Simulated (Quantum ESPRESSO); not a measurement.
Band energies of ZnTe

```xyz
2
Lattice="0.0000 3.0321 3.0321 3.0321 0.0000 3.0321 3.0321 3.0321 0.0000" Properties=species:S:1:pos:R:3 pbc="T T T"
Zn     3.0321     3.0321     3.0321
Te     4.5482     4.5482     4.5482
```

PBE (stringent potentials; Quantum ESPRESSO, PseudoDojo norm-conserving, 107 Ry, no spin-orbit coupling); path ΓXWKΓLUWLK,UX; energies in eV from the valence-band maximum.

```csv
k (1/Å),point,band 18,band 19,band 20,band 21,band 22,band 23,band 24,band 25
0.00,Γ,-6.71,-6.71,0.00,0.00,0.00,1.34,4.40,4.40
0.58,,-6.71,-6.69,-3.37,-1.51,-1.51,2.54,3.55,7.14
1.04,X,-6.68,-6.49,-5.08,-2.23,-2.23,2.26,2.36,9.90
1.17,,-6.69,-6.48,-5.07,-2.34,-2.31,2.50,2.59,9.25
1.55,W,-6.72,-6.41,-4.95,-2.90,-2.68,4.59,4.87,5.83
1.80,,-6.70,-6.43,-4.96,-3.11,-2.05,3.01,4.79,7.20
1.92,K,-6.70,-6.44,-4.97,-3.15,-1.86,2.65,4.77,7.80
2.32,,-6.72,-6.67,-4.17,-2.54,-0.89,3.26,5.48,5.78
2.82,,-6.71,-6.71,-1.10,-0.33,-0.06,2.14,4.33,4.51
3.02,Γ,-6.71,-6.71,0.00,0.00,0.00,1.34,4.40,4.40
3.32,,-6.71,-6.71,-1.98,-0.28,-0.28,2.24,4.81,4.81
3.82,,-6.70,-6.60,-5.12,-0.90,-0.90,1.83,5.07,5.07
3.92,L,-6.70,-6.55,-5.27,-0.92,-0.92,1.81,5.06,5.06
4.34,,-6.70,-6.49,-4.97,-2.85,-1.52,2.92,5.34,6.72
4.55,U,-6.70,-6.44,-4.97,-3.15,-1.86,2.65,4.77,7.80
4.92,W,-6.72,-6.41,-4.95,-2.90,-2.68,4.59,4.87,5.83
5.38,,-6.70,-6.53,-5.11,-2.08,-1.28,2.97,4.59,5.91
5.65,L,-6.70,-6.55,-5.27,-0.92,-0.92,1.81,5.06,5.06
5.81,,-6.70,-6.54,-5.21,-1.45,-1.04,2.33,4.83,5.33
6.21,,-6.70,-6.45,-4.94,-3.17,-1.75,2.74,5.19,7.35
6.28,K,-6.70,-6.44,-4.97,-3.15,-1.86,2.65,4.77,7.80
6.28,U,-6.70,-6.44,-4.97,-3.15,-1.86,2.65,4.77,7.80
6.65,X,-6.68,-6.49,-5.08,-2.23,-2.23,2.26,2.36,9.90
```

The PBE gap is direct, 1.34 eV at Γ.

Without spin-orbit coupling, band edges of such heavy elements can be off by tenths of an eV.

Geometry relaxed with PBEsol.
